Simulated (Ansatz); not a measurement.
Ni (Fm-3m); volume scaled by 0.8.

```
Ni
1.0
     0.00000    1.63564    1.63564
     1.63564    0.00000    1.63564
     1.63564    1.63564    0.00000
Ni
1
Direct
  0.00000 0.00000 0.00000
```

The reference geometry is a structure as deposited in COD; nothing is relaxed.

Settings: LDA, 16×16×16 k mesh, Fermi–Dirac smearing of 0.1 eV. PAW means Ansatz 0.2.0 on its default frozen-core files. Site moments are integrated in spheres about the atoms. Start moments (μB): Ni 1.5.

The self-consistent cycle went as follows.

| iteration | Harris–Foulkes energy less the last (meV) | density residual (eV) | M (μB) | ∫|m| (μB) |
| --- | --- | --- | --- | --- |
| 1 | 945.534 | 2.0e+00 | 0.7984 | 0.8336 |
| 2 | 1346.024 | 5.2e-01 | 0.6435 | 0.6750 |
| 3 | 951.057 | 1.0e-02 | 0.6378 | 0.6729 |
| 4 | 546.746 | 1.1e-03 | 0.6035 | 0.6412 |
| 5 | 22.374 | 2.8e-04 | 0.5481 | 0.5901 |
| 6 | 4.542 | 4.2e-04 | 0.5417 | 0.5839 |
| 7 | 0.845 | 1.2e-03 | 0.5402 | 0.5825 |
| 8 | 0.025 | 6.3e-06 | 0.5391 | 0.5813 |
| 9 | 0.003 | 4.4e-06 | 0.5389 | 0.5811 |
| 10 | 0.000 | 2.2e-08 | 0.5388 | 0.5810 |
| 11 | 0.000 | 8.1e-12 | 0.5388 | 0.5810 |

Site moments (μB): Ni 0.56. Cell moment 0.54 μB.

The PAW files were made with PBE; the program remakes their cores once for the run's functional and then keeps them frozen. These are results for the start and cell typed. The real compound can order otherwise, in a larger cell, or not at all, since semilocal functionals at zero temperature often overstate magnetism.
